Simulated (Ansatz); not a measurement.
NMR crystallography of CaO with La replacing Ca: given against relaxed positions

Start: a supercell of CaO (rock salt type, Fm-3m) built from a COD entry, with all atoms left at the host's positions.

Space group Fm-3m (No. 225); a = 14.4390 Å.

| site | Wyckoff | site symmetry | x | y | z |
| --- | --- | --- | --- | --- | --- |
| La | 4a | m-3m | 0.0000 | 0.0000 | 0.0000 |
| Ca2 | 48h | m.m2 | 0.1667 | 0.1667 | 0.0000 |
| Ca5 | 32f | .3m | 0.3333 | 0.1667 | 0.1667 |
| Ca15 | 24e | 4m.m | 0.5000 | 0.5000 | 0.3333 |
| O28 | 32f | .3m | 0.1667 | 0.1667 | 0.1667 |
| O30 | 24e | 4m.m | 0.5000 | 0.5000 | 0.1667 |
| O32 | 48i | m.m2 | 0.5000 | 0.3333 | 0.3333 |
| O41 | 4b | m-3m | 0.5000 | 0.5000 | 0.5000 |

One atom of each set is listed; the run and its k-mesh use a cell of 54 atoms with edges of 10.21, 10.21, 10.21 Å.

The numbers come from a DFT calculation in Ansatz (PBE, plane waves and PAW, scalar-relativistic, 420 eV cutoff, Γ-centred 2×2×2 k-points, Fermi–Dirac smearing 0.01 eV, cell charge +1).

The largest force at the start is 0.81 eV/Å. Relaxing the ions at fixed cell moves them by 0.049 Å at most (atom 3, Ca) and 0.024 Å rms.

```csv
site,moved (Å),first shell before,first shell after,V_zz before (10²¹ V/m²),η before
La,0.000,6 O at 2.41 Å,6 O at 2.42 Å,0.00,–
Ca2,0.049,6 O at 2.41 Å,6 O at 2.37–2.44 Å,-0.44,0.57
Ca5,0.002,6 O at 2.41 Å,6 O at 2.41 Å,0.024,0.00
Ca15,0.014,6 O at 2.41 Å,6 O at 2.39–2.41 Å,0.32,0.00
O28,0.007,6 Ca at 2.41 Å,6 Ca at 2.40–2.41 Å,0.32,0.00
O30,0.009,"5 Ca at 2.41 Å, 1 La at 2.41 Å","5 Ca at 2.41–2.44 Å, 1 La at 2.42 Å",-1.46,0.00
O32,0.000,6 Ca at 2.41 Å,6 Ca at 2.37–2.41 Å,0.28,0.28
```

(1) What are V_zz and η after the relaxation?

Results:

(1) 

```json
{"site": "La", "V_zz after": "0.00", "η after": "–", "change of V_zz": "0.00"}
{"site": "Ca2", "V_zz after": "0.41", "η after": "0.74", "change of V_zz": "–"}
{"site": "Ca5", "V_zz after": "<0.005", "η after": "–", "change of V_zz": "-0.02"}
{"site": "Ca15", "V_zz after": "0.031", "η after": "0.00", "change of V_zz": "-0.29"}
{"site": "O28", "V_zz after": "0.090", "η after": "0.00", "change of V_zz": "-0.23"}
{"site": "O30", "V_zz after": "-1.56", "η after": "0.00", "change of V_zz": "-0.10"}
{"site": "O32", "V_zz after": "0.075", "η after": "0.53", "change of V_zz": "–"}
```

The largest change of V_zz along a kept axis is on Ca15, from 0.32 to 0.031. In per cent, |V_zz| changes by +7 on O (all sites that start above 0.5). On Ca2, O32 the largest principal value lies along another axis in the second run, so the two V_zz can't be compared directly. Other sites without a gradient aren't listed.

The defect repeats with the cell of 54 atoms, so it feels its images: sites between two images don't show the values beside a lone defect, and zeros or small values of η there can come from the images' arrangement. A uniform background compensates the cell's charge. Without spin–orbit coupling (the program notes it for La) the gradients are little affected as a rule: paired runs on crystals with a gap mostly move them by under 2 % at such atoms.
Before: The neighbours have not yet relaxed around the defect (largest force 0.81 eV/Å), so a real crystal will differ.
After: The relaxation keeps the site symmetry m-3m of the start, so the impurity can't leave its site; a start off the site could end lower.
